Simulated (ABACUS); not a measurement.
A self-consistent single point of P (C2/m, 2 atoms in the cell; from Materials Project mp-7245, changed as shown).

```yaml
crystal:
  lattice:
    - [-1.67223, 2.48649, 1.83775]
    - [1.67223, -2.48649, 1.83775]
    - [1.67223, 2.48649, -1.83775]
  atoms:
    - { symbol: P, position: [0.81940, 0.05331, 0.76609] }
    - { symbol: P, position: [0.19669, 0.94669, 0.25000] }
```

Level of theory: PBEsol, PseudoDojo 0.4 standard norm-conserving PBEsol (tails mended) pseudopotentials (plane waves; ABACUS 3.10.1).

ABACUS settings:

- KPT = Gamma 16 16 16 0 0 0
- basis_type = pw
- dft_functional = PBESOL
- ecutwfc = 44 Ry
- smearing_method = fd
- smearing_sigma = 0.00734986 Ry
- potentials = PseudoDojo 0.4 standard norm-conserving PBEsol (tails mended)
- symmetry = 1
- symmetry_prec = 1e-05
- ks_solver = dav
- scf_nmax = 100
- scf_thr = 1.0e-09 Ry
- mixing_type = broyden

### Question
Estimate, at this level of theory: pressure and largest force (vector length).

### Answer
The run gave:

- Pressure: 2.93 GPa
- Largest force (vector length): 0.741 eV/Å

For comparison: a first run was changed to give this one (atom 1 moved by +0.08 angstrom along y), and from it to this one the free energy goes up by 2.0 meV/atom, the pressure goes from 2.80 to 2.93 GPa and the largest force goes from 0.681 to 0.741 eV/Å.

The structure comes from a collection of computed structures, made at another level of theory; the collection holds predicted forms beside known ones. Its lattice was then scaled.

Cost on one core: very roughly 7 core-minutes.

“Tails mended”: in these copies of the files the far tail of each local potential was reset to the Coulomb form.
